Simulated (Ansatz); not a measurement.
Theory: DFT PBE, scalar-relativistic, plane waves, PAW in Ansatz 0.2.0. Cutoff 420 eV, Γ-centred meshes of about 0.25 Å⁻¹ or finer for metals and 0.3 Å⁻¹ for insulators (2π included), Gaussian smearing. No spin polarisation.

These are static total energies at zero pressure.

Two relaxed structures of TiGe2W4:

A. Space group I4/mcm (No. 140), tetragonal, a = 9.866 Å, c = 4.855 Å. Ti is surrounded by 2 Ti at 2.43 Å and 8 W at 2.69 Å; Ge has 2 W at 2.62 Å and 6 W at 2.81 Å; around W lie 1 W at 2.58 Å, 1 Ge at 2.62 Å, 2 Ti at 2.69 Å, 3 Ge at 2.81 Å, 4 W at 3.00–3.09 Å and 2 W at 3.39 Å.

B. Space group P4_2/mnm (No. 136), tetragonal, a = 7.348 Å, c = 4.391 Å. Ti is surrounded by 4 Ge at 2.98 Å, 4 W at 3.02 Å and 2 Ge at 3.19 Å; around Ge lie 6 W at 2.57–2.65 Å, 2 Ti at 2.98 Å, 1 Ti at 3.19 Å and 2 W at 3.33 Å; around W lie 3 Ge at 2.57–2.65 Å, 2 W at 2.58–2.63 Å, 4 W at 2.88 Å, 1 Ti at 3.02 Å and 1 Ge at 3.33 Å.

**Question.** Which is lower in energy, and by how much?

**Answer.** B is lower, by 119 meV/atom. A has space group I4/mcm (No. 140), 16.9 Å³/atom and no gap on its mesh; B has space group P4_2/mnm (No. 136), 16.9 Å³/atom and no gap. Counting Ti or W atoms around Ge (for each partner element, those within 1.25 times its shortest distance or 1.15 times the sum of covalent radii, where it is the nearest in units of that sum or under 1.3; a plus sign parts groups by distance over the sum of covalent radii), A has Ge 8 and B has Ge 6+3. Even the lower one lies +0.23 eV/atom against the reference forms of the elements (uncorrected), so neither is stable at this level. Both come from trial cells of a structure search, whose lowest cell (Pnnm, 17.1 Å³/atom) lies 17 meV/atom below the lower of the two.

Spin–orbit coupling, which can matter for W, is left out. Trial moments fell under 0.15 μB along the way in I4/mcm and P4_2/mnm; another start might hold them. With atoms moved at random, B (by 17 meV/atom) fell into a lower structure. A had no clear such test and can be a saddle point. Some structure types and database cells were kept out of the candidates from the start, so a known form may be missing.
